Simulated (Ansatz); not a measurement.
Al₂W:
```xyz
6
Lattice="0.0000 4.1439 4.4504 2.4641 0.0000 4.4504 2.4641 4.1439 0.0000" Properties=species:S:1:pos:R:3 pbc="T T T"
Al     1.2320     0.6901     2.2252
Al     1.2320     3.4538     2.2252
Al     2.4641     1.3818     4.4504
Al     2.4641     6.9060     4.4504
W      3.6961     6.2159     6.6756
W      2.4641     4.1439     4.4504
```

Relaxed with r²SCAN.

Map the electron localisation function on the plane through (0.083, 0.417, 0.083) spanned by u = [1, -1, 1] and v = [-1, 1, 1] in lattice vectors, from the program Ansatz at the r²SCAN level (PAW).

x is the fraction of u, y of v (the angle between them is 90°; rows are the nearest grid lines); atoms in the plane: Al at (0.00, 0.00), Al at (0.50, 0.50), Al at (0.33, 0.00), Al at (0.83, 0.50), W at (0.17, 0.50), W at (0.67, 0.00).
```
y \ x   0.000  0.100  0.175  0.275  0.375  0.450  0.550  0.625  0.725  0.825  0.900   1.00
------  -----  -----  -----  -----  -----  -----  -----  -----  -----  -----  -----  -----
1.00    0.800  0.275  0.442  0.025  0.013  0.591  0.299  0.503  0.682  0.333  0.482  0.800
0.920   0.021  0.481  0.506  0.158  0.041  0.590  0.237  0.699  0.700  0.362  0.524  0.021
0.840   0.378  0.634  0.520  0.623  0.359  0.546  0.266  0.448  0.362  0.457  0.530  0.378
0.760   0.589  0.432  0.280  0.579  0.520  0.511  0.538  0.269  0.314  0.580  0.497  0.589
0.680   0.508  0.254  0.397  0.287  0.536  0.445  0.644  0.548  0.594  0.521  0.470  0.508
0.600   0.437  0.617  0.680  0.252  0.587  0.119  0.214  0.561  0.564  0.045  0.250  0.437
0.520   0.406  0.709  0.082  0.383  0.606  0.024  0.025  0.424  0.351  0.475  0.086  0.406
0.480   0.406  0.709  0.080  0.383  0.606  0.029  0.020  0.424  0.351  0.580  0.086  0.406
0.400   0.437  0.617  0.680  0.252  0.587  0.120  0.214  0.561  0.564  0.045  0.250  0.437
0.320   0.508  0.254  0.397  0.286  0.536  0.445  0.644  0.548  0.594  0.521  0.470  0.508
0.240   0.589  0.432  0.280  0.579  0.520  0.511  0.538  0.269  0.314  0.580  0.497  0.589
0.160   0.378  0.634  0.520  0.623  0.359  0.546  0.266  0.448  0.362  0.457  0.530  0.378
0.0800  0.021  0.481  0.506  0.158  0.041  0.590  0.237  0.699  0.700  0.362  0.523  0.021
0.000   0.800  0.275  0.442  0.025  0.013  0.591  0.299  0.503  0.682  0.333  0.482  0.800
```

The density is the valence pseudo-density with augmentation charge, so density and ELF within about 1 Å of a nucleus are not all-electron values.

Space group Fddd. The start of the workflow was typed in or built on a structure type; neither database checked (COD, Materials Project) lists it. Its standing as an ambient phase is unchecked. Symmetry was held in the r²SCAN relaxation; its stability against distortions is not shown here. The run is not spin-polarised. Spin–orbit coupling is left out wherever it is not named.

Potentials: the earlier of the program's two PAW sets. The files were generated under PBE; for other functionals the program regenerates the frozen cores, and for LDA and PBEsol the local potential too.
